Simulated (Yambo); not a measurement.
Yambo run on BaHI (space group P4/nmm, No. 129). The wavefunctions come from this Quantum ESPRESSO step (PBEsol, PseudoDojo standard norm-conserving files, scalar-relativistic):

```
&CONTROL
  calculation = 'nscf'
  pseudo_dir = './pseudo'
  outdir = './out'
/
&SYSTEM
  ibrav = 0
  nat = 6
  ntyp = 3
  ecutwfc = 72.0
  ecutrho = 288.0
  occupations = 'fixed'
  force_symmorphic = .true.
  nbnd = 244
/
&ELECTRONS
  conv_thr = 6.000000000000001e-09
  diago_full_acc = .true.
  diago_thr_init = 1e-08
/
ATOMIC_SPECIES
H 1.0080 H.upf
I 126.9045 I.upf
Ba 137.3270 Ba.upf
CELL_PARAMETERS angstrom
  4.775810000000   0.000000000000   0.000000000000
  0.000000000000   4.775810000000   0.000000000000
  0.000000000000   0.000000000000   7.800230000000
ATOMIC_POSITIONS crystal
H   0.500000000000   0.500000000000   0.000000000000
H   0.000000000000   0.000000000000   0.000000000000
I   0.000000000000   0.500000000000   0.659570000000
I   0.500000000000   0.000000000000   0.340430000000
Ba   0.500000000000   0.000000000000   0.826900000000
Ba   0.000000000000   0.500000000000   0.173100000000
K_POINTS automatic
2 2 2 0 0 0
```

Yambo input:

```
rim_cut
gw0
dyson
el_el_corr
HF_and_locXC
ppa
em1d
RandQpts= 1000000
RandGvec= 1 Ry
EXXRLvcs= 72 Ry
VXCRLvcs= 288 Ry
Chimod= "HARTREE"
% BndsRnXp
 1 | 243 |
%
NGsBlkXp= 7 Ry
% LongDrXp
 1.0 | 1.0 | 1.0 |
%
PPAPntXp= 27.2114 eV
% GbndRnge
 1 | 243 |
%
GTermKind= "BG"
DysSolver= "n"
ExtendOut
% QPkrange
 1 | 1 | 18 | 19 |
 2 | 2 | 18 | 19 |
 3 | 3 | 18 | 19 |
 4 | 4 | 18 | 19 |
 5 | 5 | 18 | 19 |
 6 | 6 | 18 | 19 |
%
```

k points by index: 1 = Γ, 2 = Z, 3 = X, 4 = R, 5 = M, 6 = A.

Resulting energies as the program prints them:

```
#    K-point    Band    Eo [eV]    E [eV]    E-Eo [eV]    Vxc [eV]    Vnlxc [eV]    Sc|Eo [eV]    Sc|E [eV]    dSc/dw|Eo [eV]    Re(Z)    Im(Z)
#
    1    18    -0.970316    -2.004580    -1.034264    -10.29987    -13.17338    1.569192    1.839252    -7.104317    0.792968    -0.001697
    1    19    3.070335    3.578620    0.508285    -8.557837    -4.233789    -3.708352    -3.815763    -5.748862    0.825580    -0.001311
    2    18    0.000000    -1.015857    -1.015857    -11.25776    -13.97649    1.446708    1.702877    -6.861141    0.798628    -0.001510
    2    19    2.664004    3.110240    0.446237    -8.140903    -4.062333    -3.540155    -3.632333    -5.619373    0.828836    -0.001293
    3    18    -0.443304    -1.492507    -1.049203    -10.90894    -13.76370    1.535000    1.805564    -7.016333    0.795007    -0.001586
    3    19    3.606210    4.170747    0.564538    -8.857442    -4.371048    -3.801077    -3.921857    -5.820214    0.823796    -0.001403
    4    18    -0.747037    -1.848956    -1.101919    -10.60151    -13.74353    1.742329    2.040103    -7.352383    0.787277    -0.001775
    4    19    4.002556    4.535020    0.532464    -8.721782    -4.300289    -3.774871    -3.889028    -5.832376    0.823493    -0.001396
    5    18    -0.984605    -2.106184    -1.121579    -10.41764    -13.72868    1.875439    2.189460    -7.617533    0.781283    -0.001863
    5    19    3.169661    3.715024    0.545363    -8.547537    -4.170241    -3.718012    -3.831933    -5.682767    0.827239    -0.001332
    6    18    -0.901222    -1.993896    -1.092674    -10.38869    -13.52245    1.740352    2.041081    -7.488170    0.784196    -0.001783
    6    19    4.459284    5.072278    0.612995    -9.528420    -4.829568    -3.950213    -4.085856    -6.019874    0.818847    -0.001416
```
(The two width columns are left out.) Convergence of these settings isn't established.

Spin-orbit coupling is not included.

Geometry of the Materials Project entry, not relaxed at this level.
